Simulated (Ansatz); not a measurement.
SnGe (NiAs type, P6_3/mmc), plane-wave PAW PBE (Ansatz code), all energies at zero smearing, with the estimated change up to a 700 eV cutoff added, with one set of potentials and settings (totals compare only within such a set). Cell of 4 atoms (2 Sn, 2 Ge): -20637.613 eV.

```json
[
 {"element": "Sn", "reference phase": "Fd-3m, 2 atoms in the cell", "E (eV/atom)": "-6024.2128"},
 {"element": "Ge", "reference phase": "Fd-3m, 2 atoms in the cell", "E (eV/atom)": "-4294.9847"}
]
```

Formation energy per atom, worked out: (-20637.613 − 2×(-6024.2128) − 2×(-4294.9847))/4 = 0.196 eV/atom (19 kJ per mol of atoms), at 0 K, without zero-point energy or fitted corrections.

A made-up cell: these elements were put on the sites of a structure type; neither database checked (COD, Materials Project) lists it. Its standing as an ambient phase is unchecked. Symmetry was held in the PBE relaxation; whether a distortion lowers the energy is not shown. The references are the lowest solids computed at this level, not always the standard phases. Spin–orbit coupling is left out wherever it is not named.

Potentials: the later of the program's two PAW sets.
